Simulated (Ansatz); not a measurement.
**Spin spirals in GdIn (Pm-3m)**

```
Gd In
1.0
     3.83000    0.00000    0.00000
     0.00000    3.83000    0.00000
     0.00000    0.00000    3.83000
Gd In
1 1
Direct
  0.00000 0.00000 0.00000
  0.50000 0.50000 0.50000
```

The geometry is a structure as deposited in COD, held fixed and not relaxed.

Functional, mesh and filling: LDA, 12×12×12 k mesh, Fermi–Dirac smearing of 0.03 eV. PAW means Ansatz 0.2.0 on its default frozen-core files. Site moments are integrated in spheres about the atoms. Start moments (μB): Gd1 7.

Flat spirals without spin–orbit coupling: moments start in the xy plane and turn about z by q·R from cell to cell, and their directions inside a cell are free. q runs from Γ to R = (0.500, 0.500, 0.500) in reciprocal cell vectors. Energies count from each method's run at q = 0. Each q is a vector of the k mesh, and the mesh is shifted by q/2 where needed, so that both spin components are sampled on the same points as at q = 0.

```json
{"fraction of Γ–R": "0.000", "q (1/Å)": "0.000", "ΔF PAW (meV/cell)": "0.0", "largest moment, PAW (μB)": "7.01"}
{"fraction of Γ–R": "0.167", "q (1/Å)": "0.237", "ΔF PAW (meV/cell)": "+0.7", "largest moment, PAW (μB)": "7.01"}
{"fraction of Γ–R": "0.333", "q (1/Å)": "0.474", "ΔF PAW (meV/cell)": "?", "largest moment, PAW (μB)": "7.02"}
{"fraction of Γ–R": "0.500", "q (1/Å)": "0.710", "ΔF PAW (meV/cell)": "+12.0", "largest moment, PAW (μB)": "7.00"}
{"fraction of Γ–R": "0.667", "q (1/Å)": "0.947", "ΔF PAW (meV/cell)": "+19.4", "largest moment, PAW (μB)": "6.98"}
{"fraction of Γ–R": "0.833", "q (1/Å)": "1.184", "ΔF PAW (meV/cell)": "?", "largest moment, PAW (μB)": "6.97"}
{"fraction of Γ–R": "1.000", "q (1/Å)": "1.421", "ΔF PAW (meV/cell)": "+20.8", "largest moment, PAW (μB)": "6.96"}
```

Problem. What belongs in the row "0.333", column "ΔF PAW (meV/cell)"?

Solution. +3.6.

Problem. What belongs in the row "0.833", column "ΔF PAW (meV/cell)"?

Solution. +21.0.

q = 0 is the lowest point, but the next lies within 2.0 meV per cell, which this mesh may not resolve.

The PAW files were made with PBE; the program remakes their cores once for the run's functional and then keeps them frozen. Without U a semilocal functional puts the f levels too near the Fermi level, which can change moments and the order of magnetic states; site and cell moments are spin moments. Spin–orbit coupling is left out although heavy atoms are present. With open f shells a run can end in a state that isn't the lowest. The magnetic state is the one that this cell and start allow. It needn't be the compound's measured order, which may need a larger cell or be absent.
